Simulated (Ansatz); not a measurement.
TiRh (CsCl type, Pm-3m) under volume change, plane-wave PAW LDA (Ansatz code), scaled uniformly.

```json
[
 {"V (Å³/atom)": "12.840", "E − E(relaxed) (meV/atom)": "92.9", "P (GPa)": "25.45"},
 {"V (Å³/atom)": "13.263", "E − E(relaxed) (meV/atom)": "39.0", "P (GPa)": "15.59"},
 {"V (Å³/atom)": "13.686", "E − E(relaxed) (meV/atom)": "9.2", "P (GPa)": "7.18"},
 {"V (Å³/atom)": "14.109", "E − E(relaxed) (meV/atom)": "0.0", "P (GPa)": "0.00"},
 {"V (Å³/atom)": "14.533", "E − E(relaxed) (meV/atom)": "8.3", "P (GPa)": "-6.13"},
 {"V (Å³/atom)": "14.956", "E − E(relaxed) (meV/atom)": "31.6", "P (GPa)": "-11.35"},
 {"V (Å³/atom)": "15.379", "E − E(relaxed) (meV/atom)": "67.6", "P (GPa)": "-15.80"}
]
```

Question: What does a third-order Birch–Murnaghan fit give for V₀, B₀ and B′?

Answer: V₀ = 14.11 Å³/atom, B₀ = 221 GPa, B′ = 4.3.

The first step of the workflow began from a Materials Project structure, measured or hypothetical; the Crystallography Open Database copy checked does not list it. COD files the formula under space group No. 123. Its standing as an ambient phase is unchecked. Symmetry was held in the LDA relaxation. At this level the phase is mechanically unstable. No spin polarisation was allowed.

Potentials: the later of the program's two PAW sets.
